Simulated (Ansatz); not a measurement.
Values for one crystal, relaxed and computed with the program Ansatz at the PBEsol level (PAW); other levels are named.

Volume per atom: 16.17 Å³
Electronic character: metallic (no gap)
Debye temperature from the elastic constants: 454 K
Pressure derivative B′: 4.6
Elastic constants (relaxed ions, GPa): C11 = 119, C12 = 64.1, C44 = 36.7
Poisson's ratio: 0.32
Mechanical stability: stable (all eigenvalues of C positive)

Q: Pick the material that matches.
A. Cu, fcc (Cu type)
B. Co, Fd-3m (Co on 8a, Co on 16d)
C. Ni, fcc (Cu type)
D. Al, fcc (Cu type)

A: D, Al, fcc (Cu type)

Space group Fm-3m (fcc (Cu type)). The cell was relaxed with PBEsol under the symmetry of its start. As this level gives no gap, shear constants depend on the k-mesh and smearing (Fermi–Dirac, 0.1 eV here).

Potentials: the earlier of the program's two PAW sets. The files were generated under PBE; for other functionals the program regenerates the frozen cores, and for LDA and PBEsol the local potential too.
